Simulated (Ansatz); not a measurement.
Values for one crystal, relaxed and computed with the program Ansatz at the r²SCAN level (PAW); other levels are named.

```yaml
volume_per_atom: 39.04 Å³
electronic_character: metallic (no gap)
Formation energy from the elements (no fitted shifts): -0.35 eV/atom
Density of states at the Fermi level: 0.45 states/eV per atom (mean over ±0.08 eV)
```

Which compound is it?
(A) ScAl2, cubic Laves (MgCu2 type)
(B) YRh2, cubic Laves (MgCu2 type)
(C) MgCu2, cubic Laves (MgCu2 type)
(D) CsBi2, cubic Laves (MgCu2 type)

D, CsBi2, cubic Laves (MgCu2 type)

Space group Fd-3m (cubic Laves (MgCu2 type)). The workflow started from a Materials Project entry (that database holds measured and hypothetical structures alike); the Crystallography Open Database copy checked does not list it. Its standing as an ambient phase is unchecked. The cell was relaxed with r²SCAN under the symmetry of its start; whether a distortion lowers the energy is not shown. The references are the lowest solids computed at this level, not always the standard phases. Spin–orbit coupling is left out wherever it is not named.

Potentials: the later of the program's two PAW sets.
